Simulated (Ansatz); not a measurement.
Starting cell, Ge (diamond):

```yaml
crystal:
  lattice:
    - [0.00000, 2.83729, 2.83729]
    - [2.83729, 0.00000, 2.83729]
    - [2.83729, 2.83729, 0.00000]
  atoms:
    - { symbol: Ge, position: [0.00000, 0.00000, 0.00000] }
    - { symbol: Ge, position: [0.25000, 0.25000, 0.25000] }
```

In each cell atom 2 (Ge, nearest neighbour Ge at 2.457 Å; its periodic images, 4.0 Å or more away, move with it) moves by s·(0.577, 0.577, 0.577) (along Cartesian [111]), the rest being held.

Method: r2SCAN (plane waves to 500 eV, PAW, scalar-relativistic; Ansatz, a first-principles code). k mesh 8×8×8 (Γ-centred), Fermi-Dirac smearing 0.05 eV. Energies are smeared free energies. As the smearing reaches across the gap at some points, energies and forces of such displacements shift with the k mesh and the smearing. Ge was relaxed with its symmetry unable to fall. The zero of ΔE is the undisplaced structure. The last digit holds for this mesh only.

```csv
s (Å),ΔE (meV/cell)
-0.250,450.1
-0.200,276.8
-0.150,149.4
-0.100,63.8
-0.050,15.3
0.000,0.0
0.050,13.8
0.100,52.0
0.150,110.5
0.200,withheld
0.250,272.2
```

Fit a polynomial form (powers 2, 3, 4) to the given rows and predict ΔE at s = 0.200.

Least squares on the 10 given rows: ΔE = (5781)·s² + (-5698)·s³ + (-37.31)·s⁴, in meV/cell with s in Å; root-mean-square residual 0.16 meV/cell. At 0.200 the fit gives 185.6 meV/cell; the calculation gives 185.2 meV/cell, so the interpolation is off by 0.4 (+0.2 %). The quadratic term alone would give 231.2 meV/cell.

(A displaced cell: forces are minus the slopes of the energy, force constants its curvatures, and phonons follow from these.)
